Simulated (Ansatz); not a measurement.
MoIr:
```
CELL_PARAMETERS angstrom
      2.75328     0.00000     0.00000
     -1.37664     2.38441     0.00000
      0.00000     0.00000     4.42866
ATOMIC_POSITIONS crystal
  Mo 0.00000 0.00000 0.00000
  Ir 0.33333 0.66667 0.50000
```

Relaxed with PBEsol. Special points in fractions of this cell's reciprocal vectors: Γ (0.000, 0.000, 0.000); M (0.500, 0.000, 0.000); K (0.333, 0.333, 0.000); A (0.000, 0.000, 0.500); L (0.500, 0.000, 0.500); H (0.333, 0.333, 0.500).

Q: List the band energies nearest the Fermi level at these points for the program Ansatz at the PBEsol with spin–orbit coupling level (PAW).

A: In eV from the Fermi level; about four levels below and three above (degenerate sets whole), none deeper than 8.9 eV; points with the same levels are listed once.

| k | below | above |
|---|---|---|
| Γ | -0.70 -0.70 -0.54 -0.54 | 0.59 0.59 2.55 2.55 |
| M | -1.72 -1.72 -1.22 -1.22 | 1.05 1.05 3.21 3.21 |
| K | -1.97 -1.91 -0.48 -0.28 | 1.39 1.60 1.90 |
| A | -2.05 -2.05 -1.91 -1.91 | 0.70 0.70 0.89 0.89 |
| L | -1.78 -1.78 -0.31 -0.31 | 0.50 0.50 1.25 1.25 |
| H | -1.02 -0.55 -0.37 -0.16 | 1.27 1.36 2.85 |

Space group P-6m2. The workflow started from a Materials Project entry (that database holds measured and hypothetical structures alike); the Crystallography Open Database copy checked does not list it. COD files the formula under space group No. 51. With Mo and Ir taken as one species the cell has the higher symmetry P6_3/mmc, so it may be an ordered model of a mixed-site phase. Whether it is the stable phase at ambient conditions was not checked. Symmetry was held in the PBEsol relaxation; its stability against distortions is not shown here. No spin polarisation was allowed.

Potentials: the later of the program's two PAW sets.
